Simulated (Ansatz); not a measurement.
Computed with Ansatz (plane waves, PAW, 420 eV cutoff): PBE+U (U_eff = 3.3 eV on Co 3d), scalar-relativistic, collinear spin, Γ-centred 6×6×6 mesh, 0.05 eV Gaussian smearing; PAW files: Ansatz's generated set soft_2.

A crystal of composition CoX3, relaxed at this level of theory, gives this pattern between 10° and 80°.

Cu Kα1 powder pattern (kinematic, no thermal factors).
| 2θ (°) | relative intensity |
| --- | --- |
| 17.31 | 100 |
| 24.57 | 2 |
| 30.22 | 54 |
| 35.03 | 76 |
| 39.33 | 48 |
| 50.38 | 52 |
| 53.67 | 23 |
| 59.88 | 23 |
| 62.84 | 18 |
| 65.72 | 10 |
| 74.02 | 8 |
| 76.70 | 12 |

Q: Which lattice and cell does the pattern come from?

A: Cubic, space group Pm-3m (No. 221), a = 5.119 Å, b = 5.119 Å, c = 5.119 Å, α = 90.00°, β = 90.00°, γ = 90.00°. The line positions fix the lattice at most, not the space group, and lines under 1 % of the strongest aren't listed; this is the group of the computed cell.

The calculation on CoX3, where X is one element, gave:

- Band gap: zero (metallic)
- Density of states at the Fermi level: 1.1 states/(eV·atom)
- Magnetic state: ferromagnetic (the only order tried)
- Site spin moments: Co 2.53; X -0.11 μB
- Spin moment of the cell: 2.18 μB
- Bulk modulus (Birch–Murnaghan): 24 GPa

Sites: Co on 1a, X on 3d.

Q: Which element is X?
A. Rb
B. As
C. Br
D. Se

A: C. X is Br, so the compound is CoBr3.

The structure was built from a prototype; whether the compound forms in it isn't claimed. The ideal cubic cell shuts out tilts of the octahedra, which such structures often take.

Open d and f shells can converge to several self-consistent states; this is the one that the run reached. The program warned that the potential is rough where the density is thin (voids or gaps), so long spacings are poorly fixed. The order of the orbitals lowers the symmetry, along an axis that is one of several equivalent ones. Site moments are of spin, integrated over atomic spheres. No antiparallel order was tried.
